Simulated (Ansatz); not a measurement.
The elements of this relaxed trial crystal are hidden behind letters.

```
lattice vectors (Å)
   4.6990    0.0000    0.0000
  -2.3495    4.0695    0.0000
   0.0000    0.0000    5.6042
fractional positions
X 0.3333 0.6667 0.2516
X 0.3333 0.6667 0.7484
X 0.6667 0.3333 0.7484
X 0.6667 0.3333 0.2516
X 0.0000 0.0000 0.5000
Z 0.0000 0.0000 0.0000
```

The calculation used Ansatz 0.2.0, DFT PBE, scalar-relativistic, plane waves, PAW. Settings of the last relaxation (6-atom cell): 420 eV, 12×12×8 k points, Gaussian smearing of 0.10 eV, no spin polarisation.

```
Space group                                : P6/mmm (No. 191)
Conventional cell                          : a = 4.699 Å, c = 5.604 Å
Volume per atom                            : 17.86 Å³
Density                                    : 3.25 g/cm³
Formation energy                           : +0.20 eV/atom
Gap on the 12×12×8 mesh of the 6-atom cell : 0 eV (a metal)
```

Energies are uncorrected and count from the elements' standard states at the same level.

Q: X is a p-block element of period 3 and Z is a p-block element of period 4. Which elements are they?

A: X = Al, Z = As, so the formula is Al5As. Density times volume gives a mean mass of 3.25 × 17.86/1.6605 = 35.0 u per atom, and this set has 35.0 u. Around Al on a site of symmetry 3m lie 5 Al at 2.71–2.82 Å, 3 Al at 3.05 Å and 3 As at 3.06 Å; Al on a site of symmetry 6/mmm is surrounded by 2 As at 2.80 Å and 12 Al at 3.05 Å; As has 2 Al at 2.80 Å and 12 Al at 3.06 Å. Other sets within the hints have nearly the same mass, so mass alone doesn't settle it; this one was computed.

A structure relaxed within its symmetry needn't be a true minimum.
